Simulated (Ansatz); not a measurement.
## CoIr (R-3m): electronic heat capacity from the density of states

The calculation used Ansatz 0.2.0, DFT r2SCAN, scalar-relativistic, plane waves, PAW.

Plane waves to 500 eV, a k mesh through Γ of 18×18×18 on the computed 2-atom cell and Gaussian smearing (0.10 eV); collinear spin from starting moments 2.37 0.64 μB.

Relaxed cell: R-3m, a = 2.659 Å, b = 2.659 Å, c = 12.680 Å, α = 90.00°, β = 90.00°, γ = 120.00°, 2 atoms in the primitive cell. Whether it is the stable form of this composition wasn't checked.

The density of states at the Fermi level is 2.326 states/eV in the cell of 2 atoms (1 formula unit; both spins, tetrahedra on a 27×27×27 mesh). The run ends with a moment of 2.63 μB a cell (largest on a site 2.15 μB), and the figure is for this state; a paramagnetic sample can have a quite different one. Another magnetic order, if the compound takes it, can change N(E_F) and the shape of the cell a good deal.

Problem. What Sommerfeld coefficient does this give?

Solution. Per formula unit N(E_F) = 2.326 states/eV. γ = (π²/3) k_B² N(E_F) N_A = 2.357 mJ/(mol K²) per state/eV, so γ = 5.5 mJ/(mol K²), a mole of formula units. This is the bare band result: a measured γ of the same phase and magnetic order is as a rule larger by a factor 1 + λ from phonons and spin fluctuations. N(E_F) at one energy is sensitive to the mesh where the density of states has sharp peaks.

The state reached may not be the lowest one. Spin-orbit coupling is left out, which matters for the bands of heavy elements.

Only this magnetic start was tried.

Cost: 1 run of about 4 core-minutes, on Arm Neoverse V1 (shared hosts).